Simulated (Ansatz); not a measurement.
A crystal relaxed with r2SCAN in Ansatz has space group Pm (No. 6) and a = 7.893 Å, b = 3.020 Å, c = 7.898 Å, β = 120.0°.

```json
{"atom": "Si", "site": "1b", "x": "0.7656", "y": "0.5000", "z": "0.5903"}
{"atom": "Ge", "site": "1a", "x": "0.6001", "y": "0.0000", "z": "0.8298"}
{"atom": "Ge", "site": "1a", "x": "0.1675", "y": "0.0000", "z": "0.7649"}
{"atom": "Si", "site": "1b", "x": "0.8259", "y": "0.5000", "z": "0.2367"}
{"atom": "Ge", "site": "1b", "x": "0.4125", "y": "0.5000", "z": "0.1746"}
{"atom": "Ge", "site": "1a", "x": "0.2265", "y": "0.0000", "z": "0.4018"}
{"atom": "Xx", "site": "1b", "x": "0.6772", "y": "0.5000", "z": "0.3405"}
{"atom": "Xx", "site": "1a", "x": "0.3335", "y": "0.0000", "z": "0.6669"}
{"atom": "Xx", "site": "1b", "x": "0.0180", "y": "0.5000", "z": "0.7001"}
{"atom": "Xx", "site": "1a", "x": "0.6986", "y": "0.0000", "z": "0.6584"}
{"atom": "Xx", "site": "1a", "x": "0.3383", "y": "0.0000", "z": "0.0280"}
{"atom": "Xx", "site": "1b", "x": "0.6824", "y": "0.5000", "z": "0.9826"}
{"atom": "Xx", "site": "1a", "x": "0.9587", "y": "0.0000", "z": "0.3016"}
{"atom": "Xx", "site": "1b", "x": "0.2953", "y": "0.5000", "z": "0.3237"}
```

r2SCAN gives an indirect gap of 3.43 eV, from A to Γ; the least direct gap is 3.44 eV at Γ. Least and direct gap differ so little that the kind isn't settled. HSE06 gives an indirect gap of 4.465 eV, from A to Γ; the least direct gap is 4.467 eV at Γ. Least and direct gap differ so little that the kind isn't settled. Meshes: r2SCAN 4×8×4, HSE06 2×6×2. r2SCAN's ε∞ is 4.5, 4.6 and 4.4 along x, y and z.

Problem. Which element is Xx?
A. P
B. N
C. Bi
D. Sb

Solution. B. Xx is N: SiGe₂N₄ on the sites of β-Si3N4 (relaxed group Pm). Si has 4 N at 1.73–1.77 Å; Ge has 4 N at 1.84–1.87 Å; Ge has 4 N at 1.82–1.83 Å; Si has 4 N at 1.74–1.76 Å; Ge has 4 N at 1.81–1.83 Å; Ge has 4 N at 1.81–1.85 Å; N has 2 Si at 1.73–1.74 Å and 1 Ge at 1.83 Å; N has 3 Ge at 1.82–1.84 Å (further sites aren't listed).

Values at 0 K without nuclear motion; spin polarisation is off, and the phase may be a hypothetical one.

The runs are scalar-relativistic, without spin-orbit coupling.

The meshes of the hybrids are coarse, so their gaps aren't converged to the digits shown.

For a response run the program warns that the ground state's bands aren't all converged, so ε∞ carries an extra error.
